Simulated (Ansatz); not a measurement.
## Two inputs for BaZrO₃

Cell: an entry of the Crystallography Open Database (COD), whose atoms a relaxation with PBE at fixed cell left in place.

```cif
data_structure
_symmetry_space_group_name_H-M 'P 1'
_symmetry_Int_Tables_number 1
_cell_length_a 4.1913
_cell_length_b 4.1913
_cell_length_c 4.1913
_cell_angle_alpha 90.000
_cell_angle_beta 90.000
_cell_angle_gamma 90.000
_cell_volume 73.63
loop_
_atom_site_label
_atom_site_type_symbol
_atom_site_fract_x
_atom_site_fract_y
_atom_site_fract_z
_atom_site_occupancy
Ba1 Ba 0.00000 0.00000 0.00000 1
Zr2 Zr 0.50000 0.50000 0.50000 1
O3 O 0.00000 0.50000 0.50000 1
O4 O 0.50000 0.00000 0.50000 1
O5 O 0.50000 0.50000 0.00000 1
```

Sites (sets of like atoms) are named by element and the number of their first atom in this list.

Reference run. The numbers come from a DFT calculation in Ansatz (PBE, plane waves and PAW (field gradients read without the response of the frozen cores, which leaves them typically 4 to 6 % off), scalar-relativistic, 420 eV cutoff, Γ-centred 5×5×5 k-points, Fermi–Dirac smearing 0.02 eV).

Question: The input is changed as follows: `kpoints.mp_grid.grid`: [5, 5, 5] → [8, 8, 8]; `scf.initial_density.chi_scale`: not typed → 0.3; `hamiltonian.dispersion`: not typed → d3bj. What happens to V_zz (10²¹ V/m²) and η?

Answer: 

```tsv
site	atom	V_zz reference	η reference	V_zz changed	η changed
O	3	-1.30	0.00	-1.28	0.00
```

No V_zz moves by more than 0.02. In per cent, |V_zz| changes by -1 on O (all sites that start above 0.5). Sites without a gradient aren't listed. The dispersion term itself leaves the density as it is.

On the reference run: Without spin–orbit coupling (the program notes it for Zr) the gradients are little affected as a rule: paired runs on crystals with a gap mostly move them by under 2 % at such atoms.
